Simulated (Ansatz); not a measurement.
The guess for CaInH was made by a generator: random cell by space group and Wyckoff sites (Cmmm, No. 65). The dimensions are guesses.

```yaml
crystal:
  lattice:
    - [2.70339, -3.67538, 0.00000]
    - [2.70339, 3.67538, 0.00000]
    - [0.00000, 0.00000, 3.53071]
  atoms:
    - { symbol: Ca, position: [0.50000, 0.50000, 0.50000] }
    - { symbol: In, position: [0.00000, 0.00000, 0.50000] }
    - { symbol: H, position: [0.50000, 0.50000, 0.00000] }
```

The calculation used Ansatz, DFT PBE, scalar-relativistic, plane waves, PAW. Cutoff 420 eV, Gaussian smearing, Γ-centred meshes. Cell and atoms relax first on a coarse mesh and then on a finer one. In between, the cell is made exact in the group found at 0.06 Å. In metals the finer mesh still leaves noise of several meV/atom or more. The steps can't lower the symmetry of their start. No spin polarisation.

A guess keeps its type if space group and coordination stay and the shape of the cell changes little (axis ratios within about 15 %, angles within 6°); the volume may change.

Q: Does this structure survive the relaxation?

A: It doesn't keep its type. The symmetry goes from Cmmm (No. 65) to P4/mmm (No. 123). The volume per atom grows by 30.5 %, from 23.4 to 30.5 Å³. The shortest distance goes from 1.77 Å (Ca–H) to 2.05 Å (Ca–H). Counting neighbours within 15 % of an atom's shortest distance, the start has Ca 2, H 2, In 2 and the end Ca 2, H 2, In 4. In detail, at the end around Ca lie 2 H at 2.05 Å and 4 In at 3.34 Å; In has 4 Ca at 3.34 Å; around H lie 2 Ca at 2.05 Å.

Space group P4/mmm (No. 123). a = 4.721 Å, b = 4.721 Å, c = 4.107 Å, α = 90.00°, β = 90.00°, γ = 90.00°
```json
{"atom": "Ca", "site": "1d", "symmetry": "4/mmm", "x": "0.5000", "y": "0.5000", "z": "0.5000"}
{"atom": "In", "site": "1b", "symmetry": "4/mmm", "x": "0.0000", "y": "0.0000", "z": "0.5000"}
{"atom": "H", "site": "1c", "symmetry": "4/mmm", "x": "0.5000", "y": "0.5000", "z": "0.0000"}
```

Formation energies are uncorrected and refer to the elements' standard structures at the same level (H₂ as a molecule).

Q: At what energy does it end?

A: +0.18 eV/atom. It can't be a ground state, since the elements alone are lower.

The last run used a 10×10×12 mesh (in the run's order of axes) for its 3-atom cell and Gaussian smearing of 0.10 eV. With hydrogen, zero-point motion can shift formation energies by some tens of meV/atom. A structure relaxed within its symmetry needn't be a true minimum.
